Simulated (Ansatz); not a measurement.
# IrRu: how the energy converges with the cutoff

IrRu, P1, a = 2.704 Å, b = 2.733 Å, c = 4.240 Å, α, β, γ = 90.0°, 88.5°, 119.6°. Ansatz: PBEsol, PAW, cutoff varied, Γ-centred 12×12×8 mesh on 2 atoms, Gaussian smearing 0.10 eV; no spin polarisation. Single points at one geometry with displaced atoms, the cutoff alone changed; ΔE is the energy at zero smearing over the run at 600 eV. The runs up to 350 eV lie under the cutoff recommended for these PAW datasets.

```tsv
cutoff (eV)	ΔE (meV/atom)
200	9871.50
250	1560.17
300	167.84
350	12.37
420	?
```

Task: Assume ΔE falls exponentially with the cutoff, fit y = ln ΔE against x, the cutoff in eV, to the other rows, and predict the missing value.

Result: y = 9.197, 7.353, 5.123, 2.515. Means x = 275.0, y = 6.0470; Σ(Δx)² = 12500, ΣΔxΔy = -556.9; the slope is their ratio. y = 18.30 − 0.04455 x, a factor of ten per 52 eV. At 420 eV this gives ΔE = 0.66 meV/atom. The run gave 2.22, a ratio of 0.30. Between neighbouring rows the decay runs from a factor of ten per 44 eV to one per 94 eV, so one exponential is only a rough guide. The fast fall gives way to a slow tail, so a fit to low cutoffs promises convergence too early.